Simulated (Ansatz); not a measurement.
CsCl-type BiS

Computed with Ansatz (plane waves, PAW, 420 eV cutoff): PBEsol, scalar-relativistic, no spin polarisation, Γ-centred 10×10×10 mesh, 0.05 eV Gaussian smearing. The datasets are Ansatz's generated set soft_2.

```yaml
crystal:
  lattice:
    - [3.52161, 0.00000, 0.00000]
    - [0.00000, 3.52161, 0.00000]
    - [0.00000, 0.00000, 3.52161]
  atoms:
    - { symbol: Bi, position: [0.00000, 0.00000, 0.00000] }
    - { symbol: S, position: [0.50000, 0.50000, 0.50000] }
```

This is a trial structure made by placing the elements on a prototype's sites, so it needn't be the stable form.

The cell is relaxed to zero pressure at this level.

The cell has space group Pm-3m (read at 0.01 Å). In it the stress is 0.00, 0.00, 0.00, 0.00, 0.00, 0.00 GPa and the largest force component 0.000 eV/Å. Each change below starts from this cell, without further relaxation. Stress is in GPa, positive in compression, in the order xx, yy, zz, yz, xz, xy; energies are counted from the cell above and are free energies with the smearing's entropy, which match forces and stress in a metal.

Problem. What happens when atom 1 (Bi) is moved by 0.05 Å along z?

Solution. The energy changes by 0.4 meV per cell, and the force on it along the shift is -0.0163 eV/Å (−F/u = 0.33 eV/Å²). Stress: 0.06, 0.06, 0.04, 0.00, 0.00, 0.00.
```tsv
atom	Fx (eV/Å)	Fy	Fz
Bi1	0.000	0.000	-0.016
S2	0.000	0.000	0.016
```

Problem. What stress follows from an engineering strain of 1 % in yz, atoms carried along?

Solution. -0.09, 0.01, 0.01, 0.09, 0.00, 0.00 GPa; the energy changes by -0.2 meV per cell.
The stress changes with the wrong sign for a stable crystal (a clamped-atom constant of about -8.7 GPa), so the cell is unstable against this strain on this mesh; in a metal a finer mesh can change the sign.

For elements this heavy, spin–orbit coupling would shift levels and gaps; it isn't included here. The cell is a metal with an odd number of electrons, and spin polarisation wasn't tried.
